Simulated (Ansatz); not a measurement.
**Ansatz 0.2.0, relaxation: SrTiO₂**

The command:

```bash
ansatz run input.yaml --threads 2 --pin off --max-ram 4096MiB --backend cpu --events-out ev --progress --plain --runs-dir out
```

input.yaml:

```yaml
crystal:
  lattice:
    - [3.60553097, 0.0, 0.0]
    - [1.80276548, -8.25580722, 0.0]
    - [0.0, 0.0, -3.96557923]
  atoms:
    - { symbol: Sr, position: [0.3314, 0.3372, 0.75] }
    - { symbol: Sr, position: [0.6686, 0.6628, 0.25] }
    - { symbol: Ti, position: [0.061, 0.878, 0.75], spin: 1.0 }
    - { symbol: Ti, position: [0.939, 0.122, 0.25], spin: 1.0 }
    - { symbol: O, position: [0.945, 0.11, 0.75] }
    - { symbol: O, position: [0.055, 0.89, 0.25] }
    - { symbol: O, position: [0.178, 0.644, 0.75] }
    - { symbol: O, position: [0.822, 0.356, 0.25] }
  symmetry: { detect: false, time_reversal: true }
kpoints:
  mp_grid: { grid: [5, 5, 5], shift: [0, 0, 0] }
magnetization:
  spin_polarized: true
scf:
  occupations: { method: fermi_dirac, width: 0.0153 }
  lower_state_search: "off"
hamiltonian:
  pseudopotentials: { kind: paw }
  xc: r2scan
  hubbard:
    projectors: all-electron-ortho-atomic
    sites: [{ species: Ti, l: d, u_eff: 1.63 }]
basis:
  ecutwfc: 500
  fft_grid_basis: typed
relax:
  max_steps: 80
  cell: { p_target: 0.0 }
  f_tol: 0.03
output:
  forces: true
  stress: true
  eigenvalues: true
  bader: true
  populations: true
  elf: true
  write_potential: true
  volumetric_format: npy
  dos:
    e_range: [-12, 8]
    de: 0.05
    projected: { site_lists: { O: [O], Sr: [Sr], Ti: [Ti] } }
checkpoint:
  read: saved_state
```

Origin of the cell: a known structure type with other elements, at an estimated volume, so it need not be a known compound.

The saved state is a converged single point of the same cell.

The program first moved the atoms by about 0.01 Å at random, to leave a saddle point that the symmetry would hold.

Steps («new basis» is an SCF on plane waves selected anew at the same cell):

```tsv
step	ΔF (meV/atom)	max force component (eV/Å)	P (GPa)	volume (Å³)	SCF iterations	step was
1	0.0	1.320	7.99	118.04	17	accepted
2	-29.0	0.887	0.76	126.66	22	accepted
3	-36.7	0.250	-0.14	126.85	17	accepted
4	-35.9	0.288	-0.06	126.40	15	rejected
5	-37.3	0.025	0.01	126.32	20	accepted
6	-37.7	0.025	0.00	126.32	8	new basis
```

Step 1, with forces in eV/Å:

```xyz
8
Lattice="3.606 0.000 0.000 1.803 -8.256 0.000 0.000 0.000 -3.966" Properties=species:S:1:pos:R:3:forces:R:3 pbc="T T T" step=1
Sr    1.804   -2.794   -2.976   -0.004   -0.091    0.030
Sr    3.607   -5.463   -0.987   -0.031    0.174   -0.020
Ti    1.798   -7.240   -2.971    0.012    1.187   -0.039
Ti    3.607   -1.001   -0.984    0.005   -1.320   -0.055
O     3.612   -0.904   -2.967   -0.011   -1.035   -0.028
O     1.802   -7.338   -0.993    0.000    1.020    0.082
O     1.794   -5.316   -2.979    0.014    0.627    0.018
O     3.598   -2.932   -0.991    0.016   -0.563    0.012
```

Step 2, with forces in eV/Å:

```xyz
8
Lattice="3.772 -0.001 0.000 1.889 -8.344 -0.001 0.000 -0.001 -4.025" Properties=species:S:1:pos:R:3:forces:R:3 pbc="T T T" step=2
Sr    1.888   -2.821   -3.008   -0.005    0.066   -0.032
Sr    3.770   -5.510   -1.006    0.007   -0.120    0.012
Ti    1.887   -7.290   -3.017   -0.011    0.887   -0.054
Ti    3.774   -1.047   -1.006    0.002   -0.887    0.026
O     3.776   -0.918   -3.019   -0.005   -0.602    0.012
O     1.887   -7.420   -1.009    0.001    0.577    0.032
O     1.881   -5.344   -3.022    0.006    0.185    0.014
O     3.769   -2.997   -1.002    0.004   -0.105   -0.010
```

Step 3, with forces in eV/Å:

```xyz
8
Lattice="3.760 -0.001 0.000 1.881 -8.327 0.001 0.000 0.001 -4.051" Properties=species:S:1:pos:R:3:forces:R:3 pbc="T T T" step=3
Sr    1.880   -2.815   -3.036   -0.002    0.109    0.000
Sr    3.759   -5.503   -1.008    0.003   -0.110   -0.006
Ti    1.879   -7.231   -3.036   -0.003   -0.142    0.002
Ti    3.760   -1.088   -1.012    0.002    0.139   -0.001
O     3.760   -0.944   -3.037   -0.001   -0.099    0.002
O     1.879   -7.374   -1.011    0.000    0.101    0.005
O     1.878   -5.313   -3.035    0.002    0.250   -0.002
O     3.760   -3.006   -1.011   -0.001   -0.248    0.000
```

Step 5, with forces in eV/Å:

```xyz
8
Lattice="3.751 0.000 0.000 1.876 -8.314 0.000 0.000 0.000 -4.051" Properties=species:S:1:pos:R:3:forces:R:3 pbc="T T T" step=5
Sr    1.874   -2.802   -3.036    0.001   -0.025   -0.002
Sr    3.749   -5.504   -1.011   -0.001    0.024    0.002
Ti    1.874   -7.219   -3.036    0.002   -0.017   -0.005
Ti    3.750   -1.086   -1.011   -0.002    0.016    0.002
O     3.750   -0.947   -3.036    0.001   -0.019    0.003
O     1.874   -7.358   -1.011   -0.001    0.019   -0.001
O     1.874   -5.293   -3.037    0.000    0.013    0.002
O     3.749   -3.013   -1.011    0.001   -0.011   -0.001
```

Step 6, with forces in eV/Å:

```xyz
8
Lattice="3.751 0.000 0.000 1.876 -8.314 0.000 0.000 0.000 -4.051" Properties=species:S:1:pos:R:3:forces:R:3 pbc="T T T" step=6
Sr    1.874   -2.802   -3.036    0.001   -0.025   -0.002
Sr    3.749   -5.504   -1.011   -0.001    0.024    0.002
Ti    1.874   -7.219   -3.036    0.002   -0.017   -0.005
Ti    3.750   -1.086   -1.011   -0.002    0.016    0.002
O     3.750   -0.947   -3.036    0.001   -0.019    0.003
O     1.874   -7.358   -1.011   -0.001    0.019   -0.001
O     1.874   -5.293   -3.037    0.000    0.013    0.002
O     3.749   -3.013   -1.011    0.001   -0.011   -0.001
```

- Free energy lowered by: 37.7 meV/atom
- Volume change: 7.01 %
- Final pressure: 0.00 GPa
- Relaxation steps listed: 6
- Gap on the mesh: 0.36 eV

Caveats: a starting moment was lost; the displaced walk ended near the symmetry of the start; the program displaced the start to leave a saddle point.

It ran for 35 min on 2 threads of Arm Neoverse V1, with other jobs on the host, peak memory 1.2 GiB, from a saved density.
